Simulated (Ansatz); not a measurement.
Rh:
```cif
data_Rh8
_chemical_formula_sum 'Rh8'
_space_group_name_H-M_alt 'Fd-3m :1'
_space_group_IT_number 227
_space_group_name_Hall 'F 4d 2 3 -1d'
_cell_length_a 5.43271
_cell_length_b 5.43271
_cell_length_c 5.43271
_cell_angle_alpha 90.000
_cell_angle_beta 90.000
_cell_angle_gamma 90.000
loop_
_atom_site_label
_atom_site_type_symbol
_atom_site_symmetry_multiplicity
_atom_site_Wyckoff_symbol
_atom_site_fract_x
_atom_site_fract_y
_atom_site_fract_z
_atom_site_occupancy
Rh1 Rh 8 b 0.50000 0.50000 0.50000 1
```
(The calculation used a cell of 2 atoms; values per cell refer to that cell.)

Relaxed with PBEsol.

### Question
Decompose the optical modes at the zone centre into irreducible representations, and say which are infrared and Raman allowed.

### Answer
Point group m-3m: Γ_opt = T2g. Infrared: none. Raman: T2g.

### Question
Assign frequencies (DFPT, PBEsol (plane waves, PAW; program Ansatz)).

### Answer
T2g 247 cm⁻¹.

The start of the workflow was typed in or built on a structure type; neither database checked (COD, Materials Project) lists it. It is not the phase usual at ambient conditions (space group No. 225). The PBEsol relaxation kept the symmetry of its start. At this level the phase is mechanically unstable. The workflow began spin-polarised and lost its moments. As this level gives no gap, phonon frequencies hold no LO–TO term and depend on the k-mesh and smearing (Fermi–Dirac, 0.1 eV here).

Potentials: the later of the program's two PAW sets.
